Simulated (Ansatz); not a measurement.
**ScBPt3: trigonal deformation path**

Method: DFT PBE, scalar-relativistic, plane waves, PAW (Ansatz 0.2.0). Cutoff 420 eV, Γ-centred 12×12×12 k-points, Gaussian smearing of 0.15 eV. Spin–orbit coupling is left out, which can shift energies with elements as heavy as these. No spin polarisation. Energies are free energies at this smearing, counted from the undisturbed cell; pressure is positive in compression.

The undisturbed cell (relaxed at this level; it needn't be the usual structure):

```
Sc B Pt
1.0
     4.25454    0.00000    0.00000
     0.00000    4.25454    0.00000
     0.00000    0.00000    4.25454
Sc B Pt
1 1 3
Direct
  0.00000 0.00000 0.00000
  0.50000 0.50000 0.50000
  0.00000 0.50000 0.50000
  0.50000 0.50000 0.00000
  0.50000 0.00000 0.50000
```

At fixed volume and fractional coordinates, lengths along (0.577, 0.577, 0.577) are scaled against those across it; ρ is that ratio over its starting value. The cell is metallic on the mesh throughout.

| ρ | ΔE (meV/atom) | pressure (GPa) |
| --- | --- | --- |
| 0.500 | 235.8 | 5.6 |
| 0.600 | 86.3 | 4.9 |
| 0.710 | ? | ? |
| 0.850 | -26.0 | 0.3 |
| 0.930 | -7.9 | 0.0 |
| 1.000 | 0.0 | 0.0 |
| 1.080 | ? | ? |
| 1.200 | -49.9 | 1.0 |
| 1.410 | 52.3 | 9.6 |
| 1.700 | 593.9 | 32.2 |
| 2.000 | ? | ? |

(1) Give the withheld values.

Results:

(1) ΔE (meV/atom) at ρ = 0.710: 5.7; pressure (GPa) at ρ = 0.710: 2.8; ΔE (meV/atom) at ρ = 1.080: -12.9; pressure (GPa) at ρ = 1.080: -0.1; ΔE (meV/atom) at ρ = 2.000: 1623.5; pressure (GPa) at ρ = 2.000: 66.0.

Cost: 11 runs of about 4.8 core-minutes in all, on Arm Neoverse V1 (shared hosts).